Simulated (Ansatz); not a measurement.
An Ansatz (an electronic-structure program) run. Input:

Ansatz 0.2 input:
```yaml
crystal:
  lattice:
    - [4.7955284875, 0.0, 0.0]
    - [-2.3977642438, 4.1530494948, 0.0]
    - [0.0, 0.0, 6.003211318]
  atoms:
    - { symbol: Sc, position: [0.0, 0.0, 0.0] }
    - { symbol: Sc, position: [0.0, 0.0, 0.5] }
    - { symbol: Sc, position: [0.3333333333, 0.6666666667, 0.75] }
    - { symbol: Sc, position: [0.6666666667, 0.3333333333, 0.25] }
    - { symbol: Al, position: [0.3333333333, 0.6666666667, 0.25] }
    - { symbol: Al, position: [0.6666666667, 0.3333333333, 0.75] }
kpoints:
  mp_grid: { grid: [10, 10, 7] }
hamiltonian:
  xc: lda
  pseudopotentials: { kind: paw }
scf:
  occupations: { method: fermi_dirac, width: 0.1 }
phonons:
  method: dfpt
  response_accuracy: low
  eigenvectors: true
  rigid_motions: translations
```

Output (shortened):

```
zone centre: on kpoints.mp_grid the ground state, and the responses unless they are solved on pairs of k-points, stand on 196 of the mesh's 700 k-points, …
Pseudopotentials: kind: paw
Pseudopotential: Sc, paw, valence charge 11
Pseudopotential: Al, paw, valence charge 3
Functional definition: SPW92
Crystal: 6 atoms, lattice volume = 119.560 Å³
Basis set: ecut = 420 eV, 2289 PW (Γ), exchange–correlation on 72×72×96 points (8 copies of the dense FFT grid, shifted against one another)
Bands: 31, of which v1, the nominal top of the filled ones, is band 25 counted from 1 (24 counted from 0)
Symmetry: 24 space group operations
k-points: 196 of 700 (irreducible under 2 space group operations, time reversal used)
PAW frozen core: Sc, regenerated for the run's functional, and the local potential with it
PAW frozen core: Al, regenerated for the run's functional, and the local potential with it
Initial wavefunctions: pseudopotential atomic-orbital guess
Eigensolver: davidson
Functional: x = slater, c = lda
SCF iter   1: F=—  HF=-9384.116694 eV  |F-HF|=—  |Δ(HF+E_count)|=         —  Δρ=4.77e-3  dr2=2.01e-2  ethr=1.77e-3  ⟨swp⟩=5.7  Hψ=26455  notcnv=0
all-band conjugate gradients solve this SCF's bands
preconditioner: auto → Kerker (q_TF=auto, 2.359 Å⁻¹)
SCF iter   2: F=—  HF=-9384.113438 eV  |F-HF|=—  |Δ(HF+E_count)|=   3.26e-3  Δρ=2.50e-3  dr2=4.91e-3  ethr=4.02e-5  ⟨swp⟩=1.8  Hψ=8975  notcnv=0
SCF iter   3: F=—  HF=-9384.113186 eV  |F-HF|=—  |Δ(HF+E_count)|=   2.52e-4  Δρ=5.44e-4  dr2=3.08e-4  ethr=9.82e-6  ⟨swp⟩=2.1  Hψ=7165  notcnv=0
SCF iter   4: F=—  HF=-9384.113155 eV  |F-HF|=—  |Δ(HF+E_count)|=   3.09e-5  Δρ=6.11e-5  dr2=3.49e-6  ethr=6.15e-7  ⟨swp⟩=2.1  Hψ=7034  notcnv=0
SCF iter   5: F=—  HF=-9384.113154 eV  |F-HF|=—  |Δ(HF+E_count)|=   1.04e-6  Δρ=1.02e-5  dr2=7.43e-8  ethr=6.97e-9  ⟨swp⟩=2.0  Hψ=7917  notcnv=0
SCF iter   6: F=—  HF=-9384.113154 eV  |F-HF|=—  |Δ(HF+E_count)|=   1.08e-8  Δρ=2.18e-6  dr2=4.33e-9  ethr=1.49e-10  ⟨swp⟩=2.8  Hψ=11486  notcnv=0
SCF iter   7: F=—  HF=-9384.113154 eV  |F-HF|=—  |Δ(HF+E_count)|=  4.44e-10  Δρ=5.42e-7  dr2=4.53e-10  ethr=8.65e-12  ⟨swp⟩=2.9  Hψ=11339  notcnv=0
SCF iter   8: F=—  HF=-9384.113154 eV  |F-HF|=—  |Δ(HF+E_count)|=  3.27e-11  Δρ=1.14e-7  dr2=1.80e-11  ethr=1.00e-12  ⟨swp⟩=2.1  Hψ=7809  notcnv=0
SCF iter   9: F=-9384.113154 eV  HF=-9384.113154 eV  |F-HF|=1.82e-12  |Δ(HF+E_count)|=  3.64e-12  Δρ=2.81e-8  dr2=1.02e-12  ethr=1.00e-12  ⟨swp⟩=4.9  Hψ=23495  notcnv=0
SCF 1 converged in 9 iterations: F = -9384.113154 eV  dr2 = 1.02e-12
DFPT response loops at Γ: preconditioner auto → Kerker (q_TF=auto, 2.359 Å⁻¹) (partly filled bands, converged f_vac=0.000) …
SCF converged after 9 iterations
Free energy (F): -9384.113154 eV
Harris-Foulkes:  -9384.113154 eV  (|F-HF|=1.82e-12)
Internal energy: -9383.881423 eV  (E = F + TS)
E sigma→0 (E₀):  -9383.997288 eV
Entropy (-TS):   -0.231732 eV (-38.622 meV/atom)
Fermi energy:    9.567789 eV
--- Per-component energies (eV) ---
  E_band       = -615.623959
  E_kinetic    = 1093.654922
  E_local      = -3532.023896  (includes V_loc(G=0)·N_el)
  E_nonlocal   = 370.577517
  E_hartree    = 1252.601363
  E_xc         = -492.920013
  E_vxc        = -575.061458  (∫ρ·V_xc dr)
  E_paw        = -4527.720216  (= ΣΔE_a)
  E_vpaw       = -477.973833  (= ΣTr[D̂ρ^β])
  E_aug_tail   = 0.000030  (compensation charges beyond the density's cutoff)
  E_ewald      = -3549.382253
  E_core_change = 1.331124  (= ΣΔE_core)
  E_smearing   = -0.231732  (= −TS)
  E_closure    = 0.000000  (closes the sum)
  Σ components = -9384.113154   (vs F -9384.113154, Δ=0.00e0)
  [band-id]    e_kinetic+e_local+e_nonlocal+2·e_hartree+e_vxc+e_vpaw+e_augmentation_tail = -615.623992   (vs E_band -615.623959, Δ=-3.28e-5)
--- Band table (eV; the first three rows and the last of 196) ---
  k-point 0: bands = ["-39.2220", "-39.1452", "-39.0996", "-39.0824", "-18.3392", "-18.2596", "-18.2596", "-18.0907", "-18.0907", "-18.0876", "-18.0876", "-18.0247", "-18.0154", "-17.9601", "-17.9601", "-17.8387", "2.3515", "5.2321", "6.8935", "7.7141", "7.7141", "8.8627", "8.9493", "8.9493", "9.1477", "9.1477", "9.5399", "9.5399", "11.6376", "11.7061", "11.7061"]
  k-point 1: bands = ["-39.2188", "-39.1504", "-39.0973", "-39.0828", "-18.3172", "-18.2547", "-18.2547", "-18.1227", "-18.1227", "-18.0577", "-18.0577", "-18.0223", "-18.0199", "-17.9630", "-17.9630", "-17.8603", "2.4437", "4.9371", "7.1480", "7.7417", "7.7417", "8.7072", "8.7072", "8.9184", "9.3691", "9.3691", "9.5590", "9.5590", "11.6532", "11.7265", "11.7781"]
  k-point 2: bands = ["-39.2095", "-39.1632", "-39.0929", "-39.0838", "-18.2557", "-18.2402", "-18.2402", "-18.1566", "-18.1566", "-18.0370", "-18.0296", "-18.0296", "-18.0149", "-17.9718", "-17.9718", "-17.9158", "2.7146", "4.3386", "7.6654", "7.8247", "7.8247", "8.4120", "8.4120", "8.9796", "9.5858", "9.5858", "9.6105", "9.6105", "11.1522", "11.7483", "11.9804"]
  k-point 195: bands = ["-39.2014", "-39.1481", "-39.1004", "-39.0989", "-18.3843", "-18.2821", "-18.2375", "-18.1801", "-18.1312", "-18.0870", "-18.0285", "-18.0005", "-17.9570", "-17.9523", "-17.9160", "-17.8803", "3.9714", "4.8507", "6.5594", "7.1979", "7.8894", "8.2047", "8.7082", "9.0046", "9.5781", "9.6684", "10.0127", "10.3065", "10.7424", "10.8753", "11.2152"]
  band table: 31 of 31 bands, residual norms ≤ 1.0e-3 eV
--- Phonons (Γ-DFPT): 6 representative perturbations + reference, on 196 of 700 k-points (Σ response iterations 18) ---
  k mesh reduced under 2 symmetry operations, with k and −k counted as one. Each operation leaves every solved perturbation unchanged …
  ASR residual: 8.948e-4 → 0.000e0 eV/Å²; symmetrization residual: 1.039e-4 eV/Å²
  ASR residual per site (eV/Å²): 8.95e-4 8.95e-4 5.12e-4 5.12e-4 1.52e-4 1.52e-4
  Γ frequencies (cm⁻¹): 0.00 0.00 0.00 92.47 147.34 147.34 169.42 169.42 206.72 209.58 209.58 233.25 235.34 237.14 306.03 306.03 312.81 312.81
  non-analytic LO–TO correction: not included (Born effective charges unavailable; polar crystals: no LO–TO splitting at Γ)
```

Cost: about 6 core-minutes (a rough figure) on shared cores.

Space group P6_3/mmc. The workflow started from a Materials Project entry (that database holds measured and hypothetical structures alike); the Crystallography Open Database copy checked does not list it. Whether it is the stable phase at ambient conditions was not checked. Symmetry was held in the LDA relaxation; whether a distortion lowers the energy is not shown. The run is not spin-polarised. As this level gives no gap, phonon frequencies hold no LO–TO term and depend on the k-mesh and smearing (Fermi–Dirac, 0.1 eV here). Axis ratios of metals converge slowly with the k-mesh, so a and c are less sure than the volume.

Potentials: the later of the program's two PAW sets.

Ansatz is a plane-wave DFT program.
